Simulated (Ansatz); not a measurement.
Calculation for hcp Ti (0001), 7 layers: DFT, PBE, all-electron LAPW, scalar-relativistic (Ansatz 0.2.0).

The slab is cut from a bulk crystal relaxed on PAW files (its atoms may have been relaxed since).

Command: `ansatz run input.yaml --threads 3 --pin off --max-ram 8192MiB --backend cpu --events-out ev --progress --plain --runs-dir out` It took 56 s on 3 threads of Arm Neoverse V1 (shared host), peak memory 0.69 GiB.

```yaml
crystal:
  lattice:
    - [2.9399472401, 0.0, 0.0]
    - [-1.46997362, 2.5460689957, 0.0]
    - [0.0, 0.0, 29.9436]
  atoms:
    - { symbol: Ti, position: [0.0, 0.0, 0.2671688013] }
    - { symbol: Ti, position: [0.333333334, 0.666666666, 0.3447792008] }
    - { symbol: Ti, position: [0.0, 0.0, 0.4223896004] }
    - { symbol: Ti, position: [0.333333334, 0.666666666, 0.5] }
    - { symbol: Ti, position: [0.0, 0.0, 0.5776103996] }
    - { symbol: Ti, position: [0.333333334, 0.666666666, 0.6552207992] }
    - { symbol: Ti, position: [0.0, 0.0, 0.7328311987] }
kpoints:
  mp_grid: { grid: [13, 13, 1] }
scf:
  occupations: { method: fermi_dirac, width: 0.05 }
hamiltonian:
  xc: pbe
  pseudopotentials: { kind: all_electron, lapw: { basis_error: 0.001 } }
output:
  forces: true
  stress: true
  eigenvalues: true
  populations: true
  dos: { projected: true, de: 0.2, e_range: [-14, 8] }
efield:
  axis: 3
  amplitude: 0
  dipole_correction: true
```

Output:

```
Ti: projections on atomic orbitals take those of the free atom 1s2 2s2 2p6 3s2 3p6 3d2 4s2, of charge +0.00 (hamiltonian.pseudopotentials.projection_atoms)
LAPW: plane waves up to 7.429 Å⁻¹, error target 1.0e-3 eV per atom; small_component_spin mean_spin; Ti in spheres of 1.439 Å, 12 of its electrons in bands, Dirac shells [] (how accurate: hamiltonian.pseudopotentials.lapw.basis_error, Limitations)
Engine: ansatz 0.2.0
Pseudopotentials: kind: all_electron
Pseudopotential: Ti, LAPW, valence charge 12, lapw/all_electron/scalar/gaussian/Ti, Koelling and Harmon's equation, gaussian nucleus
Functional definition: PBE
  parameter kappa = 0.804
  parameter beta = 0.06672455060314922
  exchange = pbe_x(kappa = kappa, mu = beta*pi^2/3)
  correlation = pbe_c(beta = beta)
Crystal: 7 atoms, lattice volume = 224.137 Å³
Basis set: ecut = 210.29406290388195 eV, 1559 PW (Γ), exchange–correlation at level 2
Bands: 51, of which v1, the nominal top of the filled ones, is band 42 counted from 1 (41 counted from 0)
Symmetry: 6 space group operations
k-points: 21 of 169 (time reversal used)
Non-local potential: Ti, projectors of the file, none
Initial density: superposition of atomic densities (neutral atoms: chi_scale 0, normalization atom)
Initial wavefunctions: plane waves of lowest kinetic energy (no species holds an atomic orbital)
Functional: x = pbe(κ = 0.804, μ = 0.2195149727645171), c = pbe(β = 0.06672455060314922)
SCF iter   1: F=—  HF=-162635.879003 eV  |F-HF|=—  |Δ(HF+E_count)|=         —  Δρ=4.18e-2  dr2=1.58e2  ethr=1.00e-1  p=-0.000 e·Å  D=-3.07e-14 V/Å  ΔV_dip=0.00 eV  dr2_dipole=1.63e-1  V_vac-E_F(+/−)=8.24/8.24 eV  ⟨swp⟩=3.3  Hψ=5490  notcnv=0
efield: sawtooth ramp at fractional position 0.9500 (placed from the atoms, in the widest stretch of the axis that holds none; the zero of the levels goes with the place), width 0.1000; the density the first Hamiltonian is built on has a dipole p = 0.000 e·Å; the dipole correction subtracts the counter field D = 9.36e-14 V/Å, which shifts the + side's vacuum level by -0.00 eV against the − side's; the planar-averaged density in the ramp window peaks in size at 1.2e-5 e/Å³
preconditioner: auto → LDOS  [metal: Δε(μ)=0.026 eV  Ē_g=2.682 eV  σ=0.050 eV  W_gap=0.13  n_scr=22 (ndim 8)  ℏωp=13.1 eV  f_vac=0.395  D(μ)=10.11/eV (n_scr^D=104)  β→1.0]
SCF iter   2: F=—  HF=-162646.495119 eV  |F-HF|=—  |Δ(HF+E_count)|=    1.06e1  Δρ=9.95e-2  dr2=1.12e3  ethr=1.00e-1  p=-0.012 e·Å  D=-9.72e-3 V/Å  ΔV_dip=0.29 eV  dr2_dipole=1.47e1  V_vac-E_F(+/−)=-1.35/-1.64 eV  ⟨swp⟩=4.3  Hψ=4196  notcnv=0  recentre
SCF iter   3: F=—  HF=-162632.221574 eV  |F-HF|=—  |Δ(HF+E_count)|=    1.43e1  Δρ=2.23e-2  dr2=4.91e1  ethr=1.00e-1  p=0.004 e·Å  D=3.51e-3 V/Å  ΔV_dip=-0.11 eV  dr2_dipole=9.46e-2  V_vac-E_F(+/−)=6.26/6.37 eV  ⟨swp⟩=3.0  Hψ=3749  notcnv=0
iter 4 solved again at ethr=5.02e-3 eV; its pass at ethr=5.84e-2 eV (dr2=4.22e0 eV) is discarded
SCF iter   4: F=—  HF=-162631.470584 eV  |F-HF|=—  |Δ(HF+E_count)|=   7.51e-1  Δρ=8.16e-3  dr2=4.24e0  ethr=5.02e-3  p=0.038 e·Å  D=3.04e-2 V/Å  ΔV_dip=-0.91 eV  dr2_dipole=1.42e-1  V_vac-E_F(+/−)=4.95/5.86 eV  ⟨swp⟩=2.1  Hψ=5497  notcnv=0
SCF iter   5: F=—  HF=-162631.438062 eV  |F-HF|=—  |Δ(HF+E_count)|=         —  Δρ=6.38e-3  dr2=3.92e0  ethr=5.02e-3  p=0.001 e·Å  D=8.01e-4 V/Å  ΔV_dip=-0.02 eV  dr2_dipole=5.68e-2  V_vac-E_F(+/−)=4.44/4.46 eV  ⟨swp⟩=2.0  Hψ=3675  notcnv=0
the basis was enlarged: its passes take 1.5 MiB over the memory plan, 3 of 3 planned eigensolver slots
SCF iter   6: F=—  HF=-162631.400902 eV  |F-HF|=—  |Δ(HF+E_count)|=   3.72e-2  Δρ=1.48e-3  dr2=1.49e-1  ethr=4.67e-3  p=-0.011 e·Å  D=-9.19e-3 V/Å  ΔV_dip=0.28 eV  dr2_dipole=8.15e-2  V_vac-E_F(+/−)=4.33/4.06 eV  ⟨swp⟩=2.0  Hψ=3427  notcnv=0
SCF iter   7: F=—  HF=-162631.402695 eV  |F-HF|=—  |Δ(HF+E_count)|=   1.79e-3  Δρ=6.63e-4  dr2=1.52e-2  ethr=1.78e-4  p=-0.004 e·Å  D=-3.14e-3 V/Å  ΔV_dip=0.09 eV  dr2_dipole=4.21e-3  V_vac-E_F(+/−)=4.47/4.38 eV  ⟨swp⟩=2.3  Hψ=3600  notcnv=0
SCF iter   8: F=—  HF=-162631.404980 eV  |F-HF|=—  |Δ(HF+E_count)|=   2.28e-3  Δρ=2.46e-4  dr2=2.11e-3  ethr=1.81e-5  p=0.000 e·Å  D=1.38e-4 V/Å  ΔV_dip=-0.00 eV  dr2_dipole=1.38e-3  V_vac-E_F(+/−)=4.49/4.50 eV  ⟨swp⟩=2.8  Hψ=3613  notcnv=0
SCF iter   9: F=—  HF=-162631.404939 eV  |F-HF|=—  |Δ(HF+E_count)|=   4.12e-5  Δρ=9.87e-5  dr2=9.44e-4  ethr=2.51e-6  p=0.000 e·Å  D=1.25e-4 V/Å  ΔV_dip=-0.00 eV  dr2_dipole=4.25e-4  V_vac-E_F(+/−)=4.49/4.49 eV  ⟨swp⟩=2.0  Hψ=3552  notcnv=0
SCF iter  10: F=—  HF=-162631.404945 eV  |F-HF|=—  |Δ(HF+E_count)|=   6.29e-6  Δρ=5.10e-5  dr2=2.34e-4  ethr=1.12e-6  p=0.000 e·Å  D=1.48e-6 V/Å  ΔV_dip=-0.00 eV  dr2_dipole=1.54e-5  V_vac-E_F(+/−)=4.48/4.48 eV  ⟨swp⟩=2.0  Hψ=3551  notcnv=0
SCF iter  11: F=—  HF=-162631.404941 eV  |F-HF|=—  |Δ(HF+E_count)|=   4.12e-6  Δρ=1.51e-5  dr2=1.34e-5  ethr=2.79e-7  p=0.000 e·Å  D=4.51e-5 V/Å  ΔV_dip=-0.00 eV  dr2_dipole=1.01e-5  V_vac-E_F(+/−)=4.47/4.47 eV  ⟨swp⟩=2.2  Hψ=3558  notcnv=0
SCF iter  12: F=—  HF=-162631.404942 eV  |F-HF|=—  |Δ(HF+E_count)|=   4.85e-7  Δρ=7.09e-6  dr2=4.79e-6  ethr=1.60e-8  p=0.000 e·Å  D=2.41e-5 V/Å  ΔV_dip=-0.00 eV  dr2_dipole=3.74e-6  V_vac-E_F(+/−)=4.47/4.47 eV  ⟨swp⟩=2.9  Hψ=3594  notcnv=0
SCF iter  13: F=—  HF=-162631.404942 eV  |F-HF|=—  |Δ(HF+E_count)|=   7.06e-8  Δρ=3.84e-6  dr2=7.04e-7  ethr=5.70e-9  p=0.000 e·Å  D=1.77e-5 V/Å  ΔV_dip=-0.00 eV  dr2_dipole=2.34e-7  V_vac-E_F(+/−)=4.47/4.47 eV  ⟨swp⟩=2.0  Hψ=3552  notcnv=0
SCF iter  14: F=-162631.404942 eV  HF=-162631.404942 eV  |F-HF|=5.90e-8  |Δ(HF+E_count)|=   4.19e-9  Δρ=1.46e-6  dr2=5.24e-8  ethr=8.38e-10  p=0.000 e·Å  D=6.13e-6 V/Å  ΔV_dip=-0.00 eV  dr2_dipole=8.07e-9  V_vac-E_F(+/−)=4.47/4.47 eV  ⟨swp⟩=2.6  Hψ=3569  notcnv=0
SCF 1 converged in 14 iterations: F = -162631.404942 eV  dr2 = 5.24e-8
SCF converged after 14 iterations
Free energy (F): -162631.404942 eV
Harris-Foulkes:  -162631.404942 eV  (|F-HF|=5.90e-8)
Internal energy: -162631.307442 eV  (E = F + TS)
E sigma→0 (E₀):  -162631.356192 eV
Entropy (-TS):   -0.097500 eV (-13.929 meV/atom)
Fermi energy:    5.558549 eV
Dipole field:    D = 0.000006 V/Å  (p = 0.000008 e·Å, saw-weighted, corrected)
Work function:   Φ+ = 4.4674 eV   Φ− = 4.4677 eV
Levels:          The Fermi level and band energies are counted from a zero that moves with the ramp; work functions are not
--- Per-component energies (eV) ---
  E_band       = -1758.234088
  E_kinetic    = 164196.687266
  E_xc         = -8033.257472
  E_efield     = 0.000000  (sawtooth field / dipole correction)
  E_electrostatic = -318794.737235  (all electrons and nuclei)
  E_smearing   = -0.097500  (= −TS)
  E_closure    = 0.000000  (closes the sum)
  E_atoms      = -162586.347353  (free atoms, spherical and without spin; not in F)
  Σ components = -162631.404942   (vs F -162631.404942, Δ=0.00e0)
  Basis errors (estimates in eV, not in F): energy 2.1e-4 per atom: plane waves 1.6e-4 (9.0e-5 summed), levels above the bands 1.2e-11, relativity 8.7e-9, radial functions 4.1e-5, core shells 2.8e-8; eigenvalues (radial functions only) 8.6e-7; not estimated: angular momenta, meshes, grids; target (lapw.basis_error) 1.0e-3; muffin-tin radii Ti 1.439 Å
--- Forces (eV/Å), atoms counted from 1 ---
  atom   1  Ti     0.00000000    -0.00000000     0.52655512
  atom   2  Ti     0.00000000     0.00000000    -0.62183178
  atom   3  Ti     0.00000000     0.00000000     0.09174197
  atom   4  Ti     0.00000000     0.00000000     0.00007071
  atom   5  Ti    -0.00000000    -0.00000000    -0.09145646
  atom   6  Ti     0.00000000     0.00000000     0.62187670
  atom   7  Ti    -0.00000000    -0.00000000    -0.52709241
  max |Σ_I F_I| component: 1.36e-4 eV/Å
--- Stress (GPa, compression-positive) ---
       -1.161077      -0.000000      -0.000000
       -0.000000      -1.161077      -0.000000
       -0.000000      -0.000000      -1.421879
  P = ⅓ Tr σ = -1.2480 GPa (-12.480 kbar)
--- Band table (eV; the first three rows and the last of 21) ---
  k-point 0: bands = ["-51.3656", "-51.3655", "-51.2478", "-51.1938", "-51.1696", "-51.1229", "-51.1121", "-27.8494", "-27.8147", "-27.7415", "-27.5769", "-27.4183", "-27.3312", "-27.3312", "-27.3312", "-27.3312", "-27.2501", "-27.2166", "-27.2166", "-27.1739", "-27.1739", "-27.1702", "-27.1586", "-27.1586", "-27.1227", "-27.1227", "-27.1145", "-27.1145", "-0.4713", "-0.0415", "0.5680", "1.3070", "2.0331", "2.5893", "2.8350", "5.4310", "5.4846", "5.6877", "5.8359", "6.0017", "6.1856", "6.1980", "6.1980", "6.2207", "6.2207", "6.2558", "6.3033", "6.3033", "6.3204", "6.3204", "6.4019"]
  k-point 1: bands = ["-51.3613", "-51.3612", "-51.2424", "-51.1890", "-51.1657", "-51.1199", "-51.1095", "-27.8382", "-27.8068", "-27.7366", "-27.5776", "-27.4281", "-27.3600", "-27.3538", "-27.3377", "-27.3377", "-27.2606", "-27.2401", "-27.2247", "-27.1994", "-27.1812", "-27.1756", "-27.1739", "-27.1646", "-27.1403", "-27.1389", "-27.1273", "-27.1184", "-0.3077", "0.1175", "0.7211", "1.4548", "2.1791", "2.7329", "2.9703", "5.3653", "5.4423", "5.5450", "5.7210", "5.8771", "5.9514", "6.0458", "6.0808", "6.1306", "6.1922", "6.2887", "6.3054", "6.3104", "6.3935", "6.4001", "6.4274"]
  k-point 2: bands = ["-51.3493", "-51.3493", "-51.2274", "-51.1756", "-51.1548", "-51.1115", "-51.1025", "-27.8071", "-27.7852", "-27.7237", "-27.5839", "-27.4712", "-27.4348", "-27.4057", "-27.3557", "-27.3557", "-27.3144", "-27.2971", "-27.2625", "-27.2468", "-27.2175", "-27.2101", "-27.2011", "-27.1879", "-27.1812", "-27.1698", "-27.1404", "-27.1297", "0.1645", "0.5732", "1.1548", "1.8670", "2.5804", "3.1252", "3.3334", "5.0895", "5.0931", "5.3660", "5.3980", "5.5260", "5.6462", "5.7750", "5.8248", "5.9026", "6.0663", "6.2961", "6.3219", "6.5168", "6.5370", "6.5432", "6.5604"]
  k-point 20: bands = ["-51.2812", "-51.2812", "-51.1341", "-51.0891", "-51.0886", "-51.0743", "-51.0742", "-27.7104", "-27.7076", "-27.6964", "-27.6880", "-27.6524", "-27.6398", "-27.6318", "-27.6189", "-27.5762", "-27.5190", "-27.5164", "-27.4918", "-27.4640", "-27.4389", "-27.4038", "-27.3790", "-27.3635", "-27.3085", "-27.2854", "-27.2543", "-27.2486", "3.9172", "4.0172", "4.0637", "4.0954", "4.1483", "4.1509", "4.2572", "4.3426", "4.3647", "4.5407", "4.5576", "4.8787", "4.9183", "5.3156", "5.4248", "5.5112", "5.6442", "5.6797", "5.6803", "5.7323", "5.8935", "5.9234", "7.0178"]
--- Löwdin populations: 7 sites ---
  site symbol       q [e]
     0     Ti     21.8752
     1     Ti     21.8630
     2     Ti     21.8840
     3     Ti     21.8792
     4     Ti     21.8840
     5     Ti     21.8630
     6     Ti     21.8752
  spilling = 0.005691 (of n_electrons = 154.000000)
```

populations.tsv:

```
# site	symbol	l	j	q
# orbitals = lowdin
# n_electrons = 154.000000
# spilling = 0.005691
# projection_atom_Ti: 1s2 2s2 2p6 3s2 3p6 3d2 4s2
0	Ti	0_1S	-	1.999984
0	Ti	0_2S	-	1.999052
0	Ti	0_3S	-	1.974929
0	Ti	0_4S	-	0.977177
0	Ti	1_2P	-	5.999982
0	Ti	1_3P	-	5.990393
0	Ti	2_3D	-	2.933720
1	Ti	0_1S	-	1.999978
1	Ti	0_2S	-	1.998707
1	Ti	0_3S	-	1.965988
1	Ti	0_4S	-	0.910940
1	Ti	1_2P	-	5.999981
1	Ti	1_3P	-	5.990676
1	Ti	2_3D	-	2.996687
2	Ti	0_1S	-	1.999977
2	Ti	0_2S	-	1.998690
2	Ti	0_3S	-	1.965607
2	Ti	0_4S	-	0.913363
2	Ti	1_2P	-	5.999980
2	Ti	1_3P	-	5.990098
2	Ti	2_3D	-	3.016307
3	Ti	0_1S	-	1.999977
3	Ti	0_2S	-	1.998688
3	Ti	0_3S	-	1.965558
3	Ti	0_4S	-	0.911153
3	Ti	1_2P	-	5.999980
3	Ti	1_3P	-	5.990022
3	Ti	2_3D	-	3.013791
4	Ti	0_1S	-	1.999977
4	Ti	0_2S	-	1.998690
4	Ti	0_3S	-	1.965607
4	Ti	0_4S	-	0.913361
4	Ti	1_2P	-	5.999980
4	Ti	1_3P	-	5.990098
4	Ti	2_3D	-	3.016322
5	Ti	0_1S	-	1.999978
5	Ti	0_2S	-	1.998707
5	Ti	0_3S	-	1.965988
5	Ti	0_4S	-	0.910939
5	Ti	1_2P	-	5.999981
5	Ti	1_3P	-	5.990676
5	Ti	2_3D	-	2.996717
6	Ti	0_1S	-	1.999984
6	Ti	0_2S	-	1.999052
6	Ti	0_3S	-	1.974929
6	Ti	0_4S	-	0.977182
6	Ti	1_2P	-	5.999982
6	Ti	1_3P	-	5.990393
6	Ti	2_3D	-	2.933710
```

Next run (at the positions relaxed by PAW), as changes to the input before:

```diff
   atoms:
-    - { symbol: Ti, position: [0.0, 0.0, 0.2671688013] }
-    - { symbol: Ti, position: [0.333333334, 0.666666666, 0.3447792008] }
-    - { symbol: Ti, position: [0.0, 0.0, 0.4223896004] }
-    - { symbol: Ti, position: [0.333333334, 0.666666666, 0.5] }
-    - { symbol: Ti, position: [0.0, 0.0, 0.5776103996] }
-    - { symbol: Ti, position: [0.333333334, 0.666666666, 0.6552207992] }
-    - { symbol: Ti, position: [0.0, 0.0, 0.7328311987] }
+    - { symbol: Ti, position: [0.0, 0.0, 0.270960613] }
+    - { symbol: Ti, position: [0.3333333333, 0.6666666667, 0.3430183585] }
+    - { symbol: Ti, position: [0.0, 0.0, 0.4229943515] }
+    - { symbol: Ti, position: [0.3333333333, 0.6666666667, 0.4999999989] }
+    - { symbol: Ti, position: [0.0, 0.0, 0.5770056471] }
+    - { symbol: Ti, position: [0.3333333333, 0.6666666667, 0.6569816436] }
+    - { symbol: Ti, position: [0.0, 0.0, 0.7290393874] }
 kpoints:
   eigenvalues: true
-  populations: true
-  dos: { projected: true, de: 0.2, e_range: [-14, 8] }
 efield:
```

Command: `ansatz run input.yaml --threads 3 --pin off --max-ram 8192MiB --backend cpu --events-out ev --progress --plain --runs-dir out` It took 53 s on 3 threads of Arm Neoverse V1, with other jobs on the host, peak memory 0.72 GiB.

Results part of the output:

```
SCF 1 converged in 12 iterations: F = -162631.511354 eV  dr2 = 6.03e-8
SCF converged after 12 iterations
Free energy (F): -162631.511354 eV
Harris-Foulkes:  -162631.511354 eV  (|F-HF|=6.57e-8)
Internal energy: -162631.428778 eV  (E = F + TS)
E sigma→0 (E₀):  -162631.470066 eV
Entropy (-TS):   -0.082576 eV (-11.797 meV/atom)
Fermi energy:    5.568755 eV
Dipole field:    D = -0.000002 V/Å  (p = -0.000002 e·Å, saw-weighted, corrected)
Work function:   Φ+ = 4.4094 eV   Φ− = 4.4094 eV
Levels:          The Fermi level and band energies are counted from a zero that moves with the ramp; work functions are not
--- Per-component energies (eV) ---
  E_band       = -1756.521912
  E_kinetic    = 164200.972703
  E_xc         = -8034.559228
  E_efield     = 0.000000  (sawtooth field / dipole correction)
  E_electrostatic = -318797.842254  (all electrons and nuclei)
  E_smearing   = -0.082576  (= −TS)
  E_closure    = 0.000000  (closes the sum)
[... lines left out ...]
--- Forces (eV/Å), atoms counted from 1 ---
  atom   1  Ti     0.00000000     0.00000000    -0.00179540
  atom   2  Ti     0.00000000     0.00000000     0.00183946
  atom   3  Ti     0.00000000    -0.00000000    -0.00032045
  atom   4  Ti     0.00000000     0.00000000     0.00019260
  atom   5  Ti     0.00000000    -0.00000000     0.00054749
  atom   6  Ti     0.00000000     0.00000000    -0.00090894
  atom   7  Ti     0.00000000    -0.00000000     0.00017804
  max |Σ_I F_I| component: 2.67e-4 eV/Å
--- Stress (GPa, compression-positive) ---
       -0.348811      -0.000000       0.000000
       -0.000000      -0.348811       0.000000
        0.000000       0.000000       0.003754
  P = ⅓ Tr σ = -0.2313 GPa (-2.313 kbar)
--- Band table (eV; the first three rows and the last of 21) ---
  k-point 0: bands = ["-51.2889", "-51.2887", "-51.2330", "-51.1814", "-51.1339", "-51.0745", "-51.0725", "-27.8440", "-27.8103", "-27.7293", "-27.5310", "-27.3248", "-27.2602", "-27.2602", "-27.2602", "-27.2602", "-27.2006", "-27.2006", "-27.1876", "-27.1602", "-27.1602", "-27.1393", "-27.1267", "-27.1267", "-27.0794", "-27.0794", "-27.0782", "-27.0782", "-0.4591", "-0.0439", "0.5569", "1.3365", "2.0641", "2.5896", "2.8361", "5.3095", "5.3958", "5.8202", "5.8294", "6.0976", "6.1714", "6.1714", "6.2090", "6.2090", "6.2315", "6.2315", "6.2584", "6.2885", "6.2885", "6.3709", "6.3709"]
  k-point 1: bands = ["-51.2839", "-51.2837", "-51.2276", "-51.1772", "-51.1309", "-51.0716", "-51.0697", "-27.8325", "-27.8016", "-27.7241", "-27.5336", "-27.3452", "-27.2959", "-27.2804", "-27.2676", "-27.2675", "-27.2249", "-27.2089", "-27.1922", "-27.1789", "-27.1668", "-27.1406", "-27.1403", "-27.1313", "-27.1019", "-27.1008", "-27.0841", "-27.0826", "-0.2953", "0.1157", "0.7112", "1.4841", "2.2081", "2.7316", "2.9705", "5.2226", "5.3418", "5.6464", "5.7142", "5.8778", "6.0316", "6.0612", "6.1449", "6.2331", "6.2621", "6.2898", "6.3045", "6.3323", "6.3781", "6.3868", "6.4639"]
  k-point 2: bands = ["-51.2700", "-51.2699", "-51.2124", "-51.1653", "-51.1227", "-51.0634", "-51.0619", "-27.8005", "-27.7782", "-27.7108", "-27.5460", "-27.4120", "-27.3791", "-27.3324", "-27.2917", "-27.2880", "-27.2879", "-27.2410", "-27.2312", "-27.2244", "-27.1847", "-27.1684", "-27.1585", "-27.1501", "-27.1446", "-27.1433", "-27.0971", "-27.0950", "0.1773", "0.5730", "1.1482", "1.8952", "2.6034", "3.1186", "3.3303", "4.9681", "5.0563", "5.3564", "5.3951", "5.4828", "5.7009", "5.8101", "5.8620", "6.0939", "6.1123", "6.3578", "6.4295", "6.4775", "6.4870", "6.5802", "6.5837"]
  k-point 20: bands = ["-51.1904", "-51.1903", "-51.1066", "-51.0959", "-51.0936", "-51.0196", "-51.0195", "-27.6874", "-27.6858", "-27.6739", "-27.6682", "-27.6263", "-27.6160", "-27.6019", "-27.5857", "-27.5539", "-27.4866", "-27.4751", "-27.4493", "-27.4014", "-27.3612", "-27.3527", "-27.3266", "-27.3182", "-27.2652", "-27.2367", "-27.2187", "-27.2052", "3.8911", "3.9215", "3.9908", "4.0720", "4.1031", "4.1395", "4.2812", "4.3289", "4.3636", "4.5125", "4.5154", "4.7949", "4.8661", "5.3400", "5.4618", "5.5368", "5.6481", "5.7068", "5.7135", "5.7670", "5.9310", "5.9606", "7.0261"]
```
